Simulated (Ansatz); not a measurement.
## What DFT gives for Sc3Co2Sn3

```yaml
crystal:
  lattice:
    - [4.26543, 0.00000, 0.00000]
    - [2.13272, -5.19320, 0.00000]
    - [0.00000, 0.00000, -13.85168]
  atoms:
    - { symbol: Sc, position: [0.14100, 0.71800, 0.75000] }
    - { symbol: Sc, position: [0.85900, 0.28200, 0.25000] }
    - { symbol: Sn, position: [0.85000, 0.30000, 0.75000] }
    - { symbol: Sn, position: [0.15000, 0.70000, 0.25000] }
    - { symbol: Sn, position: [0.12030, 0.75940, 0.95960] }
    - { symbol: Sn, position: [0.87970, 0.24060, 0.45960] }
    - { symbol: Sn, position: [0.87970, 0.24060, 0.04040] }
    - { symbol: Sn, position: [0.12030, 0.75940, 0.54040] }
    - { symbol: Sc, position: [0.41700, 0.16600, 0.88950] }
    - { symbol: Sc, position: [0.58300, 0.83400, 0.38950] }
    - { symbol: Sc, position: [0.58300, 0.83400, 0.11050] }
    - { symbol: Sc, position: [0.41700, 0.16600, 0.61050] }
    - { symbol: Co, position: [0.70990, 0.58020, 0.90550] }
    - { symbol: Co, position: [0.29010, 0.41980, 0.40550] }
    - { symbol: Co, position: [0.29010, 0.41980, 0.09450] }
    - { symbol: Co, position: [0.70990, 0.58020, 0.59450] }
```

Level: PBE, no spin polarisation; 420 eV; 7×7×2 Γ-centred mesh; methfessel-paxton occupations (width 0.0105 eV); Ansatz 0.2.0, fixed geometry.

- Formation energy: -0.44 eV an atom against the elements' usual phases (free molecules for gases, crystals otherwise, with no correction for O₂ or N₂), so it is bound against them; other compounds may still compete. Relaxing would lower it.
- Stress: The pressure is 3.7 GPa (compression positive), so with the atoms held at these fractions the cell would first expand. The principal stresses 3.1, 3.8, 4.3 GPa differ, so its shape would change too.
- Forces: The largest is on Sn5 (and as large on other atoms): 0.76 eV/Å, components (0.00, 0.65, 0.39). It makes 61° with the line to a nearest neighbour, Co13 at 2.44 Å.
- Electronic structure: It is a metal, with about 13 states/eV a cell as the mean within 0.25 eV of the Fermi level, mostly Co d (46 %), Sc d (34 %) and Sn p (15 %).

Origin: a known structure type with other elements, at an estimated volume, so it need not be a known compound. Caveats: no spin polarisation, so a magnetic state may lie lower.
